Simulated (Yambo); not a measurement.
G0W0@LDA for K2SnF6 (space group P-3m1, No. 164) in Yambo. Reference settings: 3×3×2 Γ-centred k mesh, 209 bands and a 7 Ry block in the screening, 209 bands in G with the Bruneval-Gonze terminator, plasmon pole fitted at 27.2 eV. The LDA gap Γ → Γ on this mesh is 5.19 eV; G0W0 gaps are taken between the same points.

Gap (Γ → Γ) in eV against the number of bands and the screening block, terminator on:

```csv
bands (W and G),2 Ry,3 Ry,4 Ry,6 Ry,7 Ry
62,11.054,10.600,10.278,10.131,10.112
87,10.586,10.135,9.825,9.683,9.666
123,10.358,9.896,9.589,9.458,9.446
166,10.258,9.785,9.471,9.349,9.339
209,10.217,9.737,9.413,9.295,9.286
```

Rough cost of the Yambo step against the reference (shared machines):

```csv
bands (W and G),2 Ry,3 Ry,4 Ry,6 Ry,7 Ry
62,1/6,1/4,1/5,1/4,1/5
87,1/5,1/6,1/6,1/5,1/4
123,1/3,1/4,1/3,1/3,1/3
166,1/3,1/3,1/2,1/2,~1
209,1/2,1/2,~1,~1,1
```

At the largest block the last step in bands moves the gap by -0.053 eV; at the most bands the last step in the block moves it by -0.009 eV.

Spin-orbit splittings are left out.

The standard potential for Sn keeps a d shell in the valence without the s and p states of that shell. In tests on such compounds this moved G0W0 gaps by up to about 0.9 eV, so absolute quasiparticle energies here are unreliable; differences between settings are what counts.

Geometry of the Materials Project entry, not relaxed at this level; primitive cell a = 5.8564 Å, b = 5.8564 Å, c = 4.5821 Å, α = 90.00°, β = 90.00°, γ = 120.00°.

The structure is a Materials Project entry; no match was found in the copy of COD used, and its stability was not checked.
